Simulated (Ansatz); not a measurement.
Hf$_{2}$Ge:
```
Hf2Ge
1.0
   -3.30478     3.30478     2.63599
    3.30478    -3.30478     2.63599
    3.30478     3.30478    -2.63599
Hf Ge
4 2
Cartesian
  1.02485   2.27993   2.63599
  2.27993   1.02485   0.00000
  1.02485   4.32963   0.00000
  2.27993  -1.02485   2.63599
  0.00000   0.00000   3.95399
  0.00000   0.00000   1.31800
```

Relaxed with r²SCAN. Special points in fractions of this cell's reciprocal vectors: Γ (0.000, 0.000, 0.000); X (0.000, 0.000, 0.500); M (-0.500, 0.500, 0.500); Z (0.409, 0.409, -0.409); Z0 (-0.409, 0.591, 0.409); P (0.250, 0.250, 0.250); N (0.000, 0.500, 0.000).

Question: List the band energies nearest the Fermi level at these points for the program Ansatz at the r²SCAN level (PAW).

Answer: In eV from the Fermi level; about four levels below and three above (degenerate sets whole), none deeper than 8.9 eV; points with the same levels are listed once.

| k | below | above |
|---|---|---|
| Γ | -1.40 -1.40 -1.26 -1.01 | 1.98 2.15 2.26 |
| X | -1.54 -1.41 -0.96 -0.57 | 1.40 1.58 1.88 |
| M | -2.20 -2.20 -0.95 -0.64 | 0.08 0.35 0.42 0.42 |
| Z | -2.22 -2.22 -1.14 -0.25 -0.21 | 0.61 0.61 0.91 |
| P | -0.84 -0.84 -0.75 -0.75 | 0.20 0.20 2.27 2.27 |
| N | -0.88 -0.88 -0.53 -0.53 | 0.13 0.13 2.12 2.12 |

Space group I4/mcm. The first step of the workflow began from a Materials Project structure, measured or hypothetical; the Crystallography Open Database copy checked does not list it. Whether it is the stable phase at ambient conditions was not checked. The cell was relaxed with r²SCAN under the symmetry of its start; its stability against distortions is not shown here. No spin polarisation was allowed. Scalar-relativistic: spin–orbit coupling is off unless named, which matters more the heavier the elements.

Potentials: the later of the program's two PAW sets.
